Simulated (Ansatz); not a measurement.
## LaBi in the CsCl-type structure

The computed numbers are results of PBEsol, scalar-relativistic (no spin polarisation) in the plane-wave PAW code Ansatz at 420 eV, Γ-centred 8×8×8 mesh, 0.05 eV Gaussian smearing. The datasets are Ansatz's generated set soft_2.

```
La Bi
1.0
     3.98391    0.00000    0.00000
     0.00000    3.98391    0.00000
     0.00000    0.00000    3.98391
La Bi
1 1
Direct
  0.00000 0.00000 0.00000
  0.50000 0.50000 0.50000
```

This is a trial structure: such lanthanide and actinide compounds mostly take the rock-salt structure.

Task: Which orbitals carry the states at the Fermi level, and how many states are there?

Result: Within 0.1 eV of it: La 5d 63 %, Bi 6p 26 %, La 4f 8 % (shares among the projected shells). The density of states at the Fermi level is about 1.8 states/eV per cell, averaged over 0.3 eV.

Density of states (tetrahedra, averaged over 0.4 eV; states/eV per cell of 2 atoms; energy in eV from the Fermi level; projections on Löwdin-orthogonalised atomic orbitals, summed over sites):

| E | total | La 4f | La 5d | Bi 6p | La 6s | Bi 6s |
| --- | --- | --- | --- | --- | --- | --- |
| -4.05 | 0.1 | 0.0 | 0.0 | 0.1 | 0.0 | 0.0 |
| -3.65 | 0.5 | 0.0 | 0.1 | 0.3 | 0.1 | 0.0 |
| -3.25 | 1.4 | 0.0 | 0.4 | 0.8 | 0.1 | 0.0 |
| -2.85 | 2.6 | 0.0 | 0.7 | 1.5 | 0.2 | 0.0 |
| -2.45 | 1.5 | 0.0 | 0.4 | 0.9 | 0.1 | 0.0 |
| -2.05 | 1.5 | 0.0 | 0.4 | 0.9 | 0.0 | 0.0 |
| -1.65 | 1.4 | 0.0 | 0.4 | 0.8 | 0.0 | 0.0 |
| -1.25 | 1.4 | 0.1 | 0.5 | 0.7 | 0.0 | 0.0 |
| -0.85 | 1.4 | 0.1 | 0.5 | 0.6 | 0.0 | 0.0 |
| -0.45 | 2.2 | 0.2 | 0.7 | 1.2 | 0.1 | 0.0 |
| -0.05 | 1.8 | 0.2 | 1.0 | 0.6 | 0.0 | 0.0 |
| 0.35 | 2.4 | 0.2 | 1.8 | 0.3 | 0.0 | 0.0 |
| 0.75 | 1.3 | 0.3 | 0.9 | 0.1 | 0.0 | 0.0 |
| 1.15 | 1.6 | 0.8 | 0.7 | 0.0 | 0.1 | 0.0 |
| 1.55 | 12.1 | 10.8 | 0.8 | 0.1 | 0.1 | 0.0 |
| 1.95 | 20.6 | 19.1 | 1.2 | 0.2 | 0.0 | 0.1 |
| 2.35 | 4.5 | 1.7 | 2.2 | 0.2 | 0.1 | 0.1 |
| 2.75 | 3.2 | 0.7 | 1.9 | 0.2 | 0.1 | 0.1 |
| 3.15 | 2.4 | 0.2 | 1.7 | 0.1 | 0.1 | 0.2 |
| 3.55 | 1.1 | 0.1 | 0.7 | 0.2 | 0.1 | 0.0 |
| 3.95 | 1.2 | 0.1 | 0.6 | 0.3 | 0.0 | 0.0 |
| 4.35 | 1.8 | 0.1 | 1.1 | 0.5 | 0.0 | 0.0 |
| 4.75 | 1.9 | 0.1 | 1.3 | 0.5 | 0.0 | 0.0 |
| 5.15 | 2.1 | 0.0 | 1.2 | 0.6 | 0.1 | 0.0 |

Formal charges La³⁺, Bi³⁻ balance and leave closed shells on every ion, yet the run finds no gap: the anions' valence bands overlap the cations' empty bands by 0.6 eV on the mesh. A better functional would shrink the overlap, but with one this large it would likely leave a semimetal or metal.

Spin–orbit coupling, which matters for such heavy elements, is left out. A displaced or strained copy of the relaxed cell lay 2.5 meV/atom lower, so the structure isn't a true minimum at this level, unless the mesh, which matters in a metal, makes it so.
